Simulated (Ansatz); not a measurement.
Values for one crystal, relaxed and computed with DFT-r²SCAN in the program Ansatz with PAW potentials; other levels are named.

| Property | Value |
|---|---|
| Volume per atom | 22.88 Å³ |
| Electronic character | metallic (no gap) |
| Density of states at the Fermi level | 0.05 states/eV per atom (mean over ±0.08 eV) |
| Formation energy from the elements (no fitted shifts) | -0.63 eV/atom |

### Question
Pick the material that matches.
A) ZnO, CsCl type
B) Y3GaC, anti-perovskite
C) LaTe, rock salt
D) TiSi, CsCl type

### Answer
B, Y3GaC, anti-perovskite

Space group Pm-3m (anti-perovskite). The workflow started from a Materials Project entry (that database holds measured and hypothetical structures alike); the Crystallography Open Database copy checked does not list it. Its standing as an ambient phase is unchecked. The r²SCAN relaxation kept the symmetry of its start; its stability against distortions is not shown here. The run is not spin-polarised. The references are the lowest solids computed at this level, not always the standard phases. Spin–orbit coupling is left out wherever it is not named.

Potentials: the later of the program's two PAW sets.
